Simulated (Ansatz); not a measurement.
Ta5Ge3:
```xyz
16
Lattice="-3.3137 3.3137 6.0116 3.3137 -3.3137 6.0116 3.3137 3.3137 -6.0116" Properties=species:S:1:pos:R:3 pbc="T T T"
Ta     2.2471     1.0667    -1.8498
Ta     1.0667     2.2471     7.8614
Ta     2.2471    -1.0667     4.1618
Ta     1.0667     4.3804     1.8498
Ta     1.0667     2.2471     4.1618
Ta     2.2471     1.0667     1.8498
Ta     1.0667     4.3804    -1.8498
Ta     2.2471    -1.0667     7.8614
Ta     0.0000     0.0000     6.0116
Ta     0.0000     0.0000     0.0000
Ge     4.2143     0.9006     0.0000
Ge    -0.9006     2.4132     6.0116
Ge     2.4132     0.9006     6.0116
Ge     0.9006     2.4132     0.0000
Ge     0.0000     0.0000     9.0174
Ge     0.0000     0.0000     3.0058
```

Relaxed with r²SCAN. Special points in fractions of this cell's reciprocal vectors: Γ (0.000, 0.000, 0.000); X (0.000, 0.000, 0.500); P (0.250, 0.250, 0.250); N (0.000, 0.500, 0.000); M (0.500, 0.500, -0.500); S (0.326, 0.674, -0.326); S0 (-0.326, 0.326, 0.326); R (-0.152, 0.152, 0.500); G (0.500, 0.500, -0.152).

List the band energies nearest the Fermi level at these points for plane-wave PAW r²SCAN (Ansatz code).

In eV from the Fermi level; about four levels below and three above (degenerate sets whole), none deeper than 8.9 eV; points with the same levels are listed once.

```json
[
 {"k": "Γ", "below": "-0.85 -0.85 -0.79 -0.08", "above": "0.71 0.71 1.07 1.07"},
 {"k": "X", "below": "-1.49 -1.19 -0.60 -0.28", "above": "0.10 0.75 0.78"},
 {"k": "P", "below": "-1.76 -1.76 -1.00 -1.00", "above": "0.20 0.20 1.07 1.07"},
 {"k": "N", "below": "-1.59 -1.59 -1.51 -1.51", "above": "0.51 0.51 0.68 0.68"},
 {"k": "M", "below": "-0.23 -0.23 -0.05 -0.05", "above": "0.04 0.58 0.93"},
 {"k": "S", "below": "-1.30 -1.18 -1.18 -1.15", "above": "0.05 0.46 0.48"},
 {"k": "R", "below": "-0.96 -0.92 -0.25 -0.12", "above": "0.45 0.63 1.30 1.30"}
]
```

Space group I4/mcm. The first step of the workflow began from a Materials Project structure, measured or hypothetical; the Crystallography Open Database copy checked does not list it. Its standing as an ambient phase is unchecked. Symmetry was held in the r²SCAN relaxation; whether a distortion lowers the energy is not shown. No spin polarisation was allowed. Scalar-relativistic: spin–orbit coupling is off unless named, which matters more the heavier the elements.

Potentials: the later of the program's two PAW sets.
